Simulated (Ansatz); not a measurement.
Input file for Ansatz (an electronic-structure program):

Ansatz 0.2 input:
```yaml
crystal:
  lattice:
    - [1.3569005941, 0.7834069232, 4.2669084305]
    - [-1.3569005941, 0.7834069232, 4.2669084305]
    - [0.0, -1.5668138465, 4.2669084305]
  atoms:
    - { symbol: Cu, position: [0.0, 0.0, 0.0] }
    - { symbol: Pt, position: [0.5, 0.5, 0.5] }
kpoints:
  mp_grid: { grid: [25, 25, 25] }
hamiltonian:
  xc: r2scan
  pseudopotentials: { kind: paw }
scf:
  occupations: { method: fermi_dirac, width: 0.1 }
elastic: { mode: relaxed_ion, stencil: two_point, amplitude: 0.005, f_tol: 0.0005 }
```

Output (shortened):

```
Pseudopotentials: kind: paw
Pseudopotential: Cu, paw, valence charge 19
Pseudopotential: Pt, paw, valence charge 18
Functional definition: r2SCAN
Crystal: 2 atoms, lattice volume = 27.214 Å³
Basis set: ecut = 500 eV, 675 PW (Γ), exchange–correlation on 144×144×144 points (64 copies of the dense FFT grid, shifted against one another)
Bands: 23, of which v1, the nominal top of the filled ones, is band 19 counted from 1 (18 counted from 0)
Symmetry: 12 space group operations
Space group: R-3m (ITA 166), of the structure as read, at distance tolerance 3.0e-5 Å
k-points: 1469 of 15625
PAW frozen core: Cu, regenerated for the run's functional
PAW frozen core: Pt, regenerated for the run's functional
Initial wavefunctions: pseudopotential atomic-orbital guess
Eigensolver: davidson
Functional: x = r2scan, c = r2scan; τ floored in thin density (d = 2e-4 eV/Å³)
all-band conjugate gradients solve this SCF's bands
SCF 1 converged in 14 iterations: F = -19168.409859 eV  dr2 = 2.27e-14
Crystal: 2 atoms, lattice volume = 27.214 Å³
Initial density: handed on by an earlier stage of this run
Initial wavefunctions: those handed on with the density
SCF 2 converged in 2 iterations: F = -19168.409859 eV  dr2 = 1.31e-14
density extrapolation: transplant  |δρ|_rms = 4.762e-2 e/Å³  SAD shift = 1.693e-2 e/Å³
Crystal: 2 atoms, lattice volume = 27.078 Å³
Symmetry: 4 space group operations
k-points: 4069 of 15625
SCF 3 converged in 12 iterations: F = -19168.408674 eV  dr2 = 5.42e-14
density extrapolation: first-order (α = -2.000)  |δρ|_rms = 4.762e-2 e/Å³  SAD shift = 1.680e-2 e/Å³
Crystal: 2 atoms, lattice volume = 27.351 Å³
SCF 4 converged in 10 iterations: F = -19168.409467 eV  dr2 = 2.02e-14
density extrapolation: transplant  |δρ|_rms = 4.762e-2 e/Å³  SAD shift = 1.694e-2 e/Å³
Crystal: 2 atoms, lattice volume = 27.078 Å³
SCF 5 converged in 12 iterations: F = -19168.409430 eV  dr2 = 1.61e-14
density extrapolation: first-order (α = -2.000)  |δρ|_rms = 4.762e-2 e/Å³  SAD shift = 1.681e-2 e/Å³
Crystal: 2 atoms, lattice volume = 27.351 Å³
SCF 6 converged in 10 iterations: F = -19168.408869 eV  dr2 = 8.71e-15
density extrapolation: transplant  |δρ|_rms = 4.762e-2 e/Å³  SAD shift = 9.615e-3 e/Å³
Crystal: 2 atoms, lattice volume = 27.214 Å³
SCF 7 converged in 10 iterations: F = -19168.409734 eV  dr2 = 9.87e-14
density extrapolation: first-order (α = -2.000)  |δρ|_rms = 4.762e-2 e/Å³  SAD shift = 9.614e-3 e/Å³
Crystal: 2 atoms, lattice volume = 27.214 Å³
SCF 8 converged in 9 iterations: F = -19168.409737 eV  dr2 = 1.79e-14
SCF converged after 2 iterations
Free energy (F): -19168.409859 eV
Harris-Foulkes:  -19168.409859 eV  (|F-HF|=0.00e0)
Internal energy: -19168.382946 eV  (E = F + TS)
E sigma→0 (E₀):  -19168.396403 eV
Entropy (-TS):   -0.026912 eV (-13.456 meV/atom)
Fermi energy:    19.838101 eV
--- Per-component energies (eV) ---
  E_band       = -521.290763
  E_kinetic    = 938.622901
  E_local      = -5664.820796  (includes V_loc(G=0)·N_el)
  E_nonlocal   = 601.530070
  E_hartree    = 2415.738312
  E_xc         = -333.972027
  E_vxc        = -462.102567  (∫ρ·V_xc dr)
  E_paw        = -11162.023616  (= ΣΔE_a)
  E_vpaw       = -796.424890  (= ΣTr[D̂ρ^β])
  E_aug_tail   = 0.000305  (compensation charges beyond the density's cutoff)
  E_vtau       = 30.427597  (kinetic-family band-sum trace: ∫τ·v_τ [+ j·A + Jᵃ·Aᵃ] dr)
  E_ewald      = -5962.925493
  E_core_change = -0.532602  (= ΣΔE_core)
  E_smearing   = -0.026912  (= −TS)
  E_closure    = 0.000000  (closes the sum)
  Σ components = -19168.409859   (vs F -19168.409859, Δ=0.00e0)
--- Forces (eV/Å), atoms counted from 1 ---
  atom   1  Cu     0.00000000     0.00000000     0.00000000
  atom   2  Pt     0.00000000     0.00000000     0.00000000
  max |Σ_I F_I| component: 0.0 eV/Å
--- Stress (GPa, compression-positive) ---
        0.447407       0.000000       0.000000
        0.000000       0.447407       0.000000
        0.000000       0.000000      -0.341850
  P = ⅓ Tr σ = 0.1843 GPa (1.843 kbar)
  The stress holds the Pulay correction. Without it, at fixed plane waves, as pw.x and ABINIT print it: P = 0.0941 GPa
  The stress includes an estimate of the error left by incomplete SCF convergence (largest component  0.0000 GPa …
--- Band table (eV; the first three rows and the last of 1469) ---
  k-point 0: bands = ["-96.1023", "-80.6373", "-51.9606", "-51.9087", "-51.9087", "-34.1326", "-34.0858", "-34.0858", "9.8417", "13.3590", "15.9885", "15.9885", "16.9525", "16.9525", "17.1160", "17.9826", "17.9826", "19.3902", "19.3902", "19.7568", "25.8967", …
  k-point 1: bands = ["-96.1023", "-80.6368", "-51.9605", "-51.9094", "-51.9089", "-34.1316", "-34.0938", "-34.0878", "9.9037", "13.4020", "15.9544", "16.0320", "16.9241", "16.9634", "17.1264", "17.9652", "17.9883", "18.8909", "19.3732", "20.3051", "25.9119", …
  k-point 2: bands = ["-96.1021", "-80.6352", "-51.9603", "-51.9112", "-51.9094", "-34.1287", "-34.1170", "-34.0934", "10.0875", "13.5282", "15.8577", "16.1598", "16.8328", "16.9960", "17.1573", "17.9136", "18.0066", "18.3203", "19.3231", "21.0272", …
  k-point 1468: bands = ["-96.1023", "-80.6368", "-51.9601", "-51.9093", "-51.9089", "-34.1344", "-34.0939", "-34.0879", "11.2096", "13.3582", "15.7876", "16.1678", "16.2751", "16.9772", "17.3332", "17.3494", "17.8495", "17.8675", "18.6728", "18.7271", …
  band table: 23 of 23 bands, residual norms ≤ 1.0e-3 eV
--- Elastic constants: 3 strain directions × 2 members + reference (group order 12) ---
  dense FFT box of the reference and of every strained cell: 36×36×36
  strains applied: 11, 33, 23; error gains …
  C = ∂σ_k/∂η_j (tension-positive GPa; Voigt order 11 22 33 23 13 12):
       371.338    152.549    146.327    -23.118      0.000      0.000
       152.549    371.338    146.327     23.118      0.000      0.000
       145.499    145.499    334.200      0.000      0.000      0.000
       -23.115     23.115      0.000     58.037      0.000      0.000
         0.000      0.000      0.000      0.000     58.037    -23.115
         0.000      0.000      0.000      0.000    -23.118    109.395
  reference stress σ⁰ (GPa):     -0.447     -0.447      0.342      0.000      0.000      0.000
  moduli (Voigt/Reuss/Hill, GPa): K = 218.40/217.70/218.05   G = 87.26/74.10/80.68   E = 215.46   ν = 0.335
  mechanically stable: yes (min eigenvalue of sym C = 49.16 GPa)
  strain η (Voigt 11):  stress-route row diagonal C_11 = 371.34 GPa, energy-path curvature d²(F+E_count+ΔE)/dδ²/Ω₀ = 371.26 GPa
         δ    σ_11 (GPa)             F (eV)   n_scf  n_hpsi   n_pw
    -5.000e-3      -2.3601      -19168.4086744      12  2159820    705   relax 0 steps, max|allowed force component| 0.0 eV/Å
     5.000e-3       1.3533      -19168.4094667      10  1939563    712   relax 0 steps, max|allowed force component| 0.0 eV/Å
  strain η (Voigt 33):  stress-route row diagonal C_33 = 334.20 GPa, energy-path curvature d²(F+E_count+ΔE)/dδ²/Ω₀ = 334.16 GPa
         δ    σ_33 (GPa)             F (eV)   n_scf  n_hpsi   n_pw
    -5.000e-3      -1.3631      -19168.4094301      12  776482    705   relax 0 steps, max|allowed force component| 0.0 eV/Å
     5.000e-3       1.9789      -19168.4088688      10  691904    711   relax 0 steps, max|allowed force component| 0.0 eV/Å
  strain η (Voigt 23):  stress-route row diagonal C_44 = 58.04 GPa, energy-path curvature d²(F+E_count+ΔE)/dδ²/Ω₀ = 58.07 GPa
         δ    σ_23 (GPa)             F (eV)   n_scf  n_hpsi   n_pw
    -5.000e-3      -0.2942      -19168.4097341      10  2116669    708   relax 0 steps, max|allowed force component| 0.00e0 eV/Å
     5.000e-3       0.2861      -19168.4097366       9  1810642    708   relax 0 steps, max|allowed force component| 0.00e0 eV/Å
```

Cost: about 17 core-minutes (a rough figure) on shared cores.

The first step of the workflow began from a Materials Project structure, measured or hypothetical; the Crystallography Open Database copy checked does not list it. With Cu and Pt taken as one species the cell has the higher symmetry Fm-3m, so it may be an ordered model of a mixed-site phase. Whether it is the stable phase at ambient conditions was not checked. Symmetry was held in the r²SCAN relaxation; of distortions, only those at the zone centre were tested. No spin polarisation was allowed. As this level gives no gap, shear constants depend on the k-mesh and smearing (Fermi–Dirac, 0.1 eV here). Axis ratios of metals converge slowly with the k-mesh, so a and c are less sure than the volume. On the denser mesh and wider smearing of the elastic run this cell carries a stress of 0.4 GPa. Spin–orbit coupling is left out wherever it is not named.

Potentials: the later of the program's two PAW sets.

Ansatz is a plane-wave DFT program.
